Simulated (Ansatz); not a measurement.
Ti:
```cif
data_Ti2
_chemical_formula_sum 'Ti2'
_space_group_name_H-M_alt 'P63/mmc'
_space_group_IT_number 194
_space_group_name_Hall '-P 6c 2c'
_cell_length_a 2.88806
_cell_length_b 2.88806
_cell_length_c 4.56867
_cell_angle_alpha 90.000
_cell_angle_beta 90.000
_cell_angle_gamma 120.000
loop_
_atom_site_label
_atom_site_type_symbol
_atom_site_symmetry_multiplicity
_atom_site_Wyckoff_symbol
_atom_site_fract_x
_atom_site_fract_y
_atom_site_fract_z
_atom_site_occupancy
Ti1 Ti 2 d 0.66667 0.33333 0.25000 1
```

Relaxed at zero pressure with PBE+D3(BJ) in the plane-wave PAW code Ansatz.

### Question
The volume is lowered by 9 % and shape and atoms relax at that volume. What pressure results, and how do the axes share the change?

### Answer
13.5 GPa; a -3.2 %, b -3.2 %, c -2.9 %; the energy rises by 58 meV/atom.

### Question
Give the new structure.

### Answer

Space group P6₃/mmc (No. 194); a = 2.7956 Å, b = 2.7956 Å, c = 4.4370 Å, α = 90.00°, β = 90.00°, γ = 120.00°

| atom | site | symmetry | x | y | z |
|---|---|---|---|---|---|
| Ti | 2d | -6m2 | 0.6667 | 0.3333 | 0.2500 |

The phase is kept; no other phase was compared at this pressure.

Space group P6_3/mmc (hcp (Mg type)). The cell was relaxed with PBE+D3(BJ) under the symmetry of its start. No spin polarisation was allowed. The pairwise dispersion correction was not fitted to metals. Axis ratios of metals converge slowly with the k-mesh, so a and c are less sure than the volume.

Potentials: the later of the program's two PAW sets.
